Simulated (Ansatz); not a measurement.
Consider the following.

V3Si:
```cif
data_Si2V6
_chemical_formula_sum 'Si2 V6'
_space_group_name_H-M_alt 'Pm-3n'
_space_group_IT_number 223
_space_group_name_Hall '-P 4n 2 3'
_cell_length_a 4.64891
_cell_length_b 4.64891
_cell_length_c 4.64891
_cell_angle_alpha 90.000
_cell_angle_beta 90.000
_cell_angle_gamma 90.000
loop_
_atom_site_label
_atom_site_type_symbol
_atom_site_symmetry_multiplicity
_atom_site_Wyckoff_symbol
_atom_site_fract_x
_atom_site_fract_y
_atom_site_fract_z
_atom_site_occupancy
Si1 Si 2 a 0.00000 0.00000 0.00000 1
V1 V 6 c 0.00000 0.50000 0.25000 1
```

This is the PBEsol-relaxed structure.

Q: All from DFT-PBEsol in the program Ansatz with PAW potentials, unless another level is named. Estimate the Debye temperature from the elastic constants.

A: 534 K.

Q: Next, the highest zone-centre frequency?

A: 356 cm^-1.

The cell was relaxed with PBEsol under the symmetry of its start. The workflow began spin-polarised and lost its moments. As this level gives no gap, shear constants depend on the k-mesh and smearing (Fermi–Dirac, 0.1 eV here). As this level gives no gap, phonon frequencies hold no LO–TO term and depend on the k-mesh and smearing (Fermi–Dirac, 0.1 eV here).

Potentials: the later of the program's two PAW sets.
